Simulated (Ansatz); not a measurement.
## Structure types of Au compared at 23 GPa

Structure types of Au are relaxed in primitive cells with their symmetry kept at 23 GPa, on PAW files; LAPW relaxes the small cells further and takes the PAW cell for the others (marked *). The enthalpy is E + pV at zero temperature, without zero-point motion. Only the types listed were tried, and differences under about 5 meV/atom are mesh noise.

Computed with Ansatz 0.2.0; functional LDA, scalar-relativistic. Settings: Fermi–Dirac smearing of 0.1 eV, no spin polarisation. Methods: LAPW: all electrons, basis error target 0.5 meV/atom; PAW: frozen-core files, cutoff 420 eV.

k meshes: fcc 17×17×17, bcc 17×17×17, hcp 16×16×9, sc 15×15×15, dhcp 13×13×4, simple hexagonal 16×16×15.

Spin–orbit coupling is left out, which matters for the heavy atoms. The PAW files were made under PBE.

Problem. Which type is lowest in enthalpy, and by how much?

Solution. fcc, 2 meV/atom below dhcp, which is within the noise of the k meshes. The whole table:

| start type | ends as | a, b, c (Å) | V (Å³/atom) | H − H(lowest), LAPW (meV/atom) | same, PAW |
| --- | --- | --- | --- | --- | --- |
| fcc | fcc, Fm-3m | 3.926, 3.926, 3.926 | 15.12 | 0.0 | 0.0 |
| bcc | bcc, Im-3m | 3.118, 3.118, 3.118 | 15.16 | 30.3 | 30.3 |
| hcp | hcp, P6_3/mmc | 2.758, 2.758, 4.593 | 15.13 | 14.8 | 14.8 |
| sc | sc, Pm-3m | 2.568, 2.568, 2.568 | 16.94 | 571.6 | 571.8 |
| dhcp* | dhcp, P6_3/mmc | 2.764, 2.764, 9.142 | 15.13 | 1.6 | 1.6 |
| simple hexagonal | simple hexagonal, P6/mmm | 2.664, 2.664, 2.616 | 16.08 | 250.3 | 250.5 |
